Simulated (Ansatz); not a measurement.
CdO (rock salt, Fm-3m) at seven volumes, DFT-PBEsol in the program Ansatz with PAW potentials, scaled uniformly. One row is withheld.

| V (Å³/atom) | P (GPa) |
|---|---|
| 11.741 | 17.15 |
| 12.128 | 10.41 |
| 12.515 | 4.75 |
| 12.902 | 0.00 |
| 13.289 | -3.99 |
| 13.676 | -7.35 |
| 14.063 | ? |

Question: Fit the shown pressures and predict the withheld one.

Answer: Third-order Birch–Murnaghan: P = (3/2)B₀(x^(7/2) − x^(5/2))[1 + (3/4)(B′ − 4)(x − 1)] with x = (V₀/V)^(2/3). Least squares on the six rows gives V₀ = 12.902 Å³/atom, B₀ = 145.0 GPa, B′ = 4.79. At V = 14.063, x = 0.9442 and P = -10.17 GPa. The run itself gave -10.17 GPa.

The cell was relaxed with PBEsol under the symmetry of its start.

Potentials: the earlier of the program's two PAW sets. The files were generated under PBE; for other functionals the program regenerates the frozen cores, and for LDA and PBEsol the local potential too.
